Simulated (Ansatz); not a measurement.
# Os (P6_3/mmc), two-dimensional strain map

Level of theory: DFT LDA, scalar-relativistic, plane waves, PAW in Ansatz 0.2.0. The runs took a 420 eV cutoff, a Γ-centred 21×21×12 mesh and Gaussian smearing (0.15 eV). Spin–orbit coupling is left out, which can shift energies with elements as heavy as these. No spin polarisation. Energies are free energies at this smearing, counted from the undisturbed cell; pressure is positive in compression.

The starting cell (as given, not relaxed at this level; it stands at -8.7 GPa):

```
Os
1.0
     2.73410    0.00000    0.00000
    -1.36705    2.36780    0.00000
     0.00000    0.00000    4.31970
Os
2
Direct
  0.33333 0.66667 0.25000
  0.66667 0.33333 0.75000
```

The cell is strained by p along both x and y and by q along z, fractional coordinates fixed. Points are written (p, q).

Energy above the undisturbed cell in meV/atom (a dash: not computed):

```
 p \ q  -0.080  -0.040  0.000  0.040  0.080
-0.080  1235.8   820.7  616.5  569.0  628.3
-0.040   505.3       –   99.2      –  244.7
 0.000   218.5    31.4    0.0      –  253.6
 0.080   436.4       –  530.7      –  951.6
```

Pressure in GPa:

```csv
p \ q,-0.080,-0.040,0.000,0.040,0.080
-0.080,175.4,129.5,94.8,69.0,50.0
-0.040,93.6,–,31.7,–,-1.4
0.000,38.9,11.4,-8.7,–,-33.1
0.080,-20.9,–,-48.6,–,-61.2
```